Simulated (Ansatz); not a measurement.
Relaxed-ion elastic tensor of Ir (diamond, Fd-3m) in GPa (Voigt order), plane-wave PAW r²SCAN (Ansatz code); density 15.13 g/cm³, 21.10 Å³ per atom.

|  | 1 | 2 | 3 | 4 | 5 | 6 |
|---|---|---|---|---|---|---|
| 1 | 204 | 202 | 202 | 0.0 | 0.0 | 0.0 |
| 2 | 202 | 204 | 202 | 0.0 | 0.0 | 0.0 |
| 3 | 202 | 202 | 204 | 0.0 | 0.0 | 0.0 |
| 4 | 0.0 | 0.0 | 0.0 | 53.8 | 0.0 | 0.0 |
| 5 | 0.0 | 0.0 | 0.0 | 0.0 | 53.8 | 0.0 |
| 6 | 0.0 | 0.0 | 0.0 | 0.0 | 0.0 | 53.8 |

Problem. Is the crystal mechanically stable?

Solution. On the edge, within the error: the smallest eigenvalue of C is 1.6 GPa.

Problem. Work out the Voigt and Reuss bounds. Is their mean of use?

Solution. K_V = 203, K_R = 203; G_V = 32.6, G_R = 2.0 GPa. The bounds lie so far apart that a Hill average or a Debye temperature from it would say little.

The start of the workflow was typed in or built on a structure type; neither database checked (COD, Materials Project) lists it. It is not the phase usual at ambient conditions (space group No. 225). The r²SCAN relaxation kept the symmetry of its start; whether a distortion lowers the energy is not shown. The run is not spin-polarised. As this level gives no gap, shear constants depend on the k-mesh and smearing (Fermi–Dirac, 0.1 eV here). Spin–orbit coupling is left out wherever it is not named.

Potentials: the earlier of the program's two PAW sets.
